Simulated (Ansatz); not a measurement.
Computed with Ansatz, DFT PBE, scalar-relativistic, plane waves, PAW. All cells share a 420 eV cutoff and Γ-centred k meshes spaced at most about 0.3 Å⁻¹ (about 0.25 or finer for metals, 2π included). No spin polarisation in the final relaxations.

All energies are static (0 K, no zero-point motion). All come from trial cells, and lower structures may exist.

Question: Which of these relaxed structures of La₃B₂ is the lowest in energy?
1.

```cif
data_structure
_symmetry_space_group_name_H-M 'P-3m1'
_symmetry_Int_Tables_number 164
_cell_length_a 4.9362
_cell_length_b 4.9362
_cell_length_c 5.5587
_cell_angle_alpha 90.000
_cell_angle_beta 90.000
_cell_angle_gamma 120.000
_cell_volume 117.30
loop_
_atom_site_label
_atom_site_type_symbol
_atom_site_symmetry_multiplicity
_atom_site_Wyckoff_symbol
_atom_site_fract_x
_atom_site_fract_y
_atom_site_fract_z
_atom_site_occupancy
La1 La 1 b 0.00000 0.00000 0.50000 1
La2 La 2 d 0.66667 0.33333 0.19730 1
B1 B 2 d 0.66667 0.33333 0.70288 1
```

2.

```cif
data_structure
_symmetry_space_group_name_H-M 'R32:H'
_symmetry_Int_Tables_number 155
_cell_length_a 6.6957
_cell_length_b 6.6957
_cell_length_c 10.1821
_cell_angle_alpha 90.000
_cell_angle_beta 90.000
_cell_angle_gamma 120.000
_cell_volume 395.33
loop_
_atom_site_label
_atom_site_type_symbol
_atom_site_symmetry_multiplicity
_atom_site_Wyckoff_symbol
_atom_site_fract_x
_atom_site_fract_y
_atom_site_fract_z
_atom_site_occupancy
La1 La 9 d 0.00000 0.29621 0.00000 1
B1 B 6 c 0.33333 0.66667 0.86303 1
```

Answer: 1. It has space group P-3m1 (No. 164); the next, 2, with space group R32 (No. 155), lies 110 meV/atom higher. Counting B atoms around La (those within 1.25 times the shortest such distance or 1.15 times the sum of covalent radii; a slash parts the counts of unlike sites), the lowest has La 5/6 and the next has La 4. Even the lowest lies +0.24 eV/atom against the elements.

A magnetic state wasn't ruled out in cells without spin, among them P-3m1, R32. Cells relaxed within their symmetry can be saddle points. The P-3m1 cell of La3B2 came from shaking the R32 one. Some candidate types were left out of the draw beforehand, so a known form may be missing.
